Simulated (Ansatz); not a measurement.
Problem. TiSi2 in space group Cmcm (No. 63; Si on 4c, Si on 4c, Ti on 4c) is relaxed with the program Ansatz at the PBEsol level (PAW). What lattice parameters of the conventional cell result?

Solution. a = 3.515 Å, b = 13.343 Å, c = 3.557 Å.

Problem. Give the free coordinates with the occupied sites.

Solution. In one choice of origin and axes:

```json
[
 {"atom": "Si", "site": "4c", "symmetry": "m2m", "x": "0.0000", "y": "0.0601", "z": "0.7500"},
 {"atom": "Si", "site": "4c", "symmetry": "m2m", "x": "0.0000", "y": "0.2504", "z": "0.2500"},
 {"atom": "Ti", "site": "4c", "symmetry": "m2m", "x": "0.0000", "y": "0.6024", "z": "0.2500"}
]
```

Problem. Is it a metal or does it have a gap at this level?

Solution. No gap at this level.

The PBEsol relaxation kept the symmetry of its start. No spin polarisation was allowed.

Potentials: the later of the program's two PAW sets.
